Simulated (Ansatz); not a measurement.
Ansatz (a quantum-chemistry and plane-wave program) input:

Ansatz 0.2 input:
```yaml
crystal:
  lattice:
    - [2.8784281403, 0.0, 0.0]
    - [-1.4392140701, 2.4927918925, 0.0]
    - [0.0, 0.0, 13.3535207558]
  atoms:
    - { symbol: Al, position: [0.6666666667, 0.3333333333, 0.25] }
    - { symbol: Al, position: [0.3333333333, 0.6666666667, 0.75] }
    - { symbol: Ru, position: [0.3333333333, 0.6666666667, 0.4040994785] }
    - { symbol: Ru, position: [0.6666666667, 0.3333333333, 0.5959005215] }
    - { symbol: Ru, position: [0.6666666667, 0.3333333333, 0.9040994785] }
    - { symbol: Ru, position: [0.3333333333, 0.6666666667, 0.0959005215] }
    - { symbol: C, position: [0.0, 0.0, 0.5] }
    - { symbol: C, position: [0.0, 0.0, 0.0] }
kpoints:
  mp_grid: { grid: [12, 12, 3] }
  band_path:
    path:
      - [[0.0, 0.0, 0.0], [0.5, 0.0, 0.0], [0.3333333333, 0.3333333333, 0.0], [0.0, 0.0, 0.0], [0.0, 0.0, 0.5], [0.5, 0.0, 0.5], [0.3333333333, 0.3333333333, 0.5], [0.0, 0.0, 0.5]]  # Γ-M-K-Γ-A-L-H-A
      - [[0.5, 0.0, 0.5], [0.5, 0.0, 0.0]]  # L-M
      - [[0.3333333333, 0.3333333333, 0.5], [0.3333333333, 0.3333333333, 0.0]]  # H-K
    npoints: 8
hamiltonian:
  xc: r2scan
  pseudopotentials: { kind: paw }
magnetization: { noncollinear: true, spin_orbit: true }
scf:
  n_extra_bands: 16
  convergence: { dr2_threshold: 0.0000000001 }
  occupations: { method: gaussian, width: 0.05 }
output: { eigenvalues: true }
```

Output (shortened):

```
Pseudopotential: Al, paw_fr, valence charge 3
Pseudopotential: Ru, paw_fr, valence charge 16
Pseudopotential: C, paw_fr, valence charge 4
Functional definition: r2SCAN
non-collinear run that drives no moment, with spin-orbit …
Crystal: 8 atoms, lattice volume = 95.816 Å³
Basis set: ecut = 500 eV, 2377 PW (Γ), exchange–correlation on 96×96×400 points (64 copies of the dense FFT grid, shifted against one another)
Bands: 94, of which v1, the nominal top of the filled ones, is band 78 counted from 1 (77 counted from 0)
Symmetry: 24 space group operations + 24 with time reversal
k-points: 38 of 432
Projection manifold: j_resolved (fully-relativistic pseudo-atomic orbitals)
SCF iter   1: F=—  HF=-25125.578642 eV  |F-HF|=—  |Δ(HF+E_count)|=         —  Δρ=1.40e-1  dr2=3.43e1  dr2_τ=3.53e-1  dr2_m=0.00e0 (ungated)  ethr=3.10e-3  |M|=0.00e0 ∫|m|=0.00e0 μB  |m|>n=0.0e0 m-floor=0.0e0 τ_xc=0.0e0  β_m=0.30  ⟨swp⟩=6.0  Hψ=7734  notcnv=0  defer=18
preconditioner: auto → Kerker (q_TF=auto, 2.636 Å⁻¹)
spin=Noncollinear: Kerker preconditioning applied to the charge; magnetization (m_x, m_y, m_z) channels mix plain (no charge-response kernel on spin).
SCF iter   2: F=—  HF=-25121.329365 eV  |F-HF|=—  |Δ(HF+E_count)|=    4.25e0  Δρ=6.71e-2  dr2=1.01e1  dr2_τ=7.69e-2  dr2_m=0.00e0 (ungated)  ethr=3.10e-3  |M|=0.00e0 ∫|m|=0.00e0 μB  |m|>n=0.0e0 m-floor=0.0e0 τ_xc=0.0e0  β_m=0.43  ⟨swp⟩=2.5  Hψ=3306  notcnv=0  defer=326
SCF iter   3: F=—  HF=-25120.514075 eV  |F-HF|=—  |Δ(HF+E_count)|=   8.15e-1  Δρ=2.30e-2  dr2=1.70e0  dr2_τ=5.16e-3  dr2_m=0.00e0 (ungated)  ethr=3.10e-3  |M|=0.00e0 ∫|m|=0.00e0 μB  |m|>n=0.0e0 m-floor=0.0e0 τ_xc=0.0e0  β_m=0.71  ⟨swp⟩=2.6  Hψ=2660  notcnv=0  defer=326
SCF iter   4: F=—  HF=-25120.409113 eV  |F-HF|=—  |Δ(HF+E_count)|=   1.05e-1  Δρ=5.86e-3  dr2=3.40e-2  dr2_τ=8.18e-4  dr2_m=0.00e0 (ungated)  ethr=2.18e-3  |M|=0.00e0 ∫|m|=0.00e0 μB  |m|>n=0.0e0 m-floor=0.0e0 τ_xc=0.0e0  β_m=0.84  ⟨swp⟩=2.1  Hψ=2577  notcnv=0  defer=330
SCF iter   5: F=—  HF=-25120.416717 eV  |F-HF|=—  |Δ(HF+E_count)|=   7.60e-3  Δρ=1.88e-3  dr2=8.02e-3  dr2_τ=4.59e-5  dr2_m=0.00e0 (ungated)  ethr=4.36e-5  |M|=0.00e0 ∫|m|=0.00e0 μB  |m|>n=0.0e0 m-floor=0.0e0 τ_xc=0.0e0  β_m=0.92  ⟨swp⟩=2.1  Hψ=2543  notcnv=0  defer=330
SCF iter   6: F=—  HF=-25120.417126 eV  |F-HF|=—  |Δ(HF+E_count)|=   4.10e-4  Δρ=5.62e-4  dr2=7.13e-4  dr2_τ=4.86e-6  dr2_m=0.00e0 (ungated)  ethr=1.03e-5  |M|=0.00e0 ∫|m|=0.00e0 μB  |m|>n=0.0e0 m-floor=0.0e0 τ_xc=0.0e0  β_m=0.96  ⟨swp⟩=2.0  Hψ=2197  notcnv=0  defer=330
SCF iter   7: F=—  HF=-25120.417188 eV  |F-HF|=—  |Δ(HF+E_count)|=   6.20e-5  Δρ=1.28e-4  dr2=1.98e-5  dr2_τ=2.87e-7  dr2_m=0.00e0 (ungated)  ethr=9.14e-7  |M|=0.00e0 ∫|m|=0.00e0 μB  |m|>n=0.0e0 m-floor=0.0e0 τ_xc=0.0e0  β_m=0.98  ⟨swp⟩=2.0  Hψ=2694  notcnv=0  defer=330
SCF iter   8: F=—  HF=-25120.417196 eV  |F-HF|=—  |Δ(HF+E_count)|=   7.68e-6  Δρ=3.76e-5  dr2=3.27e-6  dr2_τ=1.12e-8  dr2_m=0.00e0 (ungated)  ethr=2.54e-8  |M|=0.00e0 ∫|m|=0.00e0 μB  |m|>n=0.0e0 m-floor=0.0e0 τ_xc=0.0e0  β_m=0.99  ⟨swp⟩=2.0  Hψ=2886  notcnv=0  defer=330
SCF iter  12: F=-25120.416911 eV  HF=-25120.416911 eV  |F-HF|=3.64e-12  |Δ(HF+E_count)|=  8.37e-11  Δρ=2.50e-7  dr2=4.35e-11  dr2_τ=1.33e-12  dr2_m=0.00e0 (ungated)  ethr=1.00e-12  |M|=0.00e0 ∫|m|=0.00e0 μB  |m|>n=0.0e0 m-floor=0.0e0 τ_xc=0.0e0  ⟨swp⟩=10.1  Hψ=6905  notcnv=0
SCF 1 converged in 12 iterations: F = -25120.416911 eV  dr2 = 4.35e-11
NSCF: frozen V_eff on 75 k-points
SCF converged after 12 iterations
Magnetization: |M| = 0.0000 μB,  M = (+0.0000, +0.0000, +0.0000) μB
Absolute magnetization: 0.0000 μB (∫|m|)
  site 0: m = (+0.0000, +0.0000, +0.0000) μB, |m| = 0.0000 μB  (R = 1.09 Å)
  site 1: m = (+0.0000, +0.0000, +0.0000) μB, |m| = 0.0000 μB  (R = 1.09 Å)
  site 2: m = (+0.0000, +0.0000, +0.0000) μB, |m| = 0.0000 μB  (R = 0.87 Å)
  site 3: m = (+0.0000, +0.0000, +0.0000) μB, |m| = 0.0000 μB  (R = 0.87 Å)
  site 4: m = (+0.0000, +0.0000, +0.0000) μB, |m| = 0.0000 μB  (R = 0.87 Å)
  site 5: m = (+0.0000, +0.0000, +0.0000) μB, |m| = 0.0000 μB  (R = 0.87 Å)
  site 6: m = (+0.0000, +0.0000, +0.0000) μB, |m| = 0.0000 μB  (R = 0.87 Å)
  site 7: m = (+0.0000, +0.0000, +0.0000) μB, |m| = 0.0000 μB  (R = 0.87 Å)
Free energy (F): -25120.416911 eV
Harris-Foulkes:  -25120.416911 eV  (|F-HF|=3.64e-12)
Internal energy: -25120.410522 eV  (E = F + TS)
E sigma→0 (E₀):  -25120.413717 eV
Entropy (-TS):   -0.006388 eV (-0.799 meV/atom)
Fermi energy:    17.776144 eV
--- Per-component energies (eV) ---
  E_band       = -499.410192
  E_kinetic    = 2287.102456
  E_local      = -8443.268061  (includes V_loc(G=0)·N_el)
  E_nonlocal   = 1448.927531
  E_hartree    = 3160.975656
  E_xc         = -906.471625
  E_vxc        = -1262.645026  (∫ρ·V_xc dr)
  E_paw        = -15038.079921  (= ΣΔE_a)
  E_vpaw       = -936.175884  (= ΣTr[D̂ρ^β])
  E_aug_tail   = 0.000320  (compensation charges beyond the density's cutoff)
  E_vtau       = 84.697584  (kinetic-family band-sum trace: ∫τ·v_τ [+ j·A + Jᵃ·Aᵃ] dr)
  E_ewald      = -7628.182999
  E_core_change = -1.413879  (= ΣΔE_core)
  E_smearing   = -0.006388  (= −TS)
  E_closure    = 0.000000  (closes the sum)
  Σ components = -25120.416911   (vs F -25120.416911, Δ=0.00e0)
  [band-id]    e_kinetic+e_local+e_nonlocal+2·e_hartree+e_vxc+e_vpaw+e_augmentation_tail+e_vtau = -499.409769   (vs E_band -499.410192, Δ=4.24e-4)
--- Band table (eV; the first three rows and the last of 38) ---
  k-point 0: bands = ["-57.3509", "-57.3509", "-57.3508", "-57.3508", "-57.3301", "-57.3301", "-57.3300", "-57.3300", "-28.8148", "-28.8148", "-28.8136", "-28.8136", "-28.7456", "-28.7456", "-28.7445", "-28.7445", "-25.5682", "-25.5682", "-25.5650", …
  k-point 1: bands = ["-57.3509", "-57.3509", "-57.3508", "-57.3508", "-57.3301", "-57.3301", "-57.3300", "-57.3300", "-28.8145", "-28.8145", "-28.8139", "-28.8139", "-28.7453", "-28.7453", "-28.7448", "-28.7448", "-25.5674", "-25.5674", "-25.5659", …
  k-point 2: bands = ["-57.3468", "-57.3468", "-57.3467", "-57.3467", "-57.3267", "-57.3267", "-57.3266", "-57.3266", "-28.8228", "-28.8228", "-28.8217", "-28.8217", "-28.7561", "-28.7561", "-28.7551", "-28.7551", "-25.5710", "-25.5710", "-25.5679", …
  k-point 37: bands = ["-57.2771", "-57.2771", "-57.2771", "-57.2771", "-57.2770", "-57.2770", "-57.2770", "-57.2770", "-28.9477", "-28.9477", "-28.9473", "-28.9473", "-28.9376", "-28.9376", "-28.9373", "-28.9373", "-25.7357", "-25.7357", "-25.7356", …
```

Cost: about 4 core-minutes (a rough figure) on shared cores.

Space group P6_3/mmc. The start of the workflow was typed in or built on a structure type; neither database checked (COD, Materials Project) lists it. Whether it is the stable phase at ambient conditions was not checked. The r²SCAN relaxation kept the symmetry of its start; its stability against distortions is not shown here. The run is not spin-polarised.

Potentials: the later of the program's two PAW sets.

Ansatz is a plane-wave DFT program.
